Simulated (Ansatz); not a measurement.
Computed with DFT PBE, scalar-relativistic, plane waves, PAW (Ansatz 0.2.0). All cells share a 420 eV cutoff and Γ-centred k meshes spaced about 0.3 Å⁻¹ or finer (0.25 for metals, 2π included). These runs have no spin polarisation.

These are static total energies at zero pressure.

Two forms of InCu3O3 were relaxed alike.

A.

Space group P6_3/mcm (No. 193). a = 5.983 Å, b = 5.983 Å, c = 5.777 Å, α = 90.00°, β = 90.00°, γ = 120.00°
| atom | site | symmetry | x | y | z |
| --- | --- | --- | --- | --- | --- |
| In | 2b | -3.m | 0.0000 | 0.0000 | 0.0000 |
| Cu | 6f | ..2/m | 0.0000 | 0.5000 | 0.0000 |
| O | 6g | m2m | 0.0000 | 0.7099 | 0.7500 |

B.

Space group P-6m2 (No. 187). a = 3.353 Å, b = 3.353 Å, c = 9.937 Å, α = 90.00°, β = 90.00°, γ = 120.00°
```csv
atom,site,symmetry,x,y,z
In,1a,-6m2,0.0000,0.0000,0.0000
Cu,2h,3m.,0.3333,0.6667,0.3086
Cu,1b,-6m2,0.0000,0.0000,0.5000
O,2h,3m.,0.3333,0.6667,0.1245
O,1d,-6m2,0.3333,0.6667,0.5000
```

Question: Which form is favoured at zero pressure, and by what margin per atom?

Answer: B is lower, by 112 meV/atom. A has space group P6_3/mcm (No. 193), 12.8 Å³/atom and no gap on its mesh; B has space group P-6m2 (No. 187), 13.8 Å³/atom and no gap. Counting O atoms around Cu and In (those within 1.25 times the shortest such distance or 1.15 times the sum of covalent radii, 1.27 where that leaves under three; a slash parts the counts of unlike sites), A has In 6, Cu 2 and B has In 6, Cu 2/3. The lower one is the more open, so pressure narrows the difference. Both come from trial cells of a structure search, whose lowest cell (R-3c, 12.8 Å³/atom) lies 12 meV/atom below the lower of the two.

The zero gap of P6_3/mcm, P-6m2 may come from the functional, which often closes small gaps, or the cell may be a true semimetal. No Hubbard U is applied to the 3d shell of Cu. Trial moments fell under 0.15 μB along the way in P6_3/mcm and P-6m2; another start might hold them. With atoms moved at random, B came back. A had no clear such test and can be a saddle point. Some candidate types were left out of the draw beforehand, so a known form may be missing.
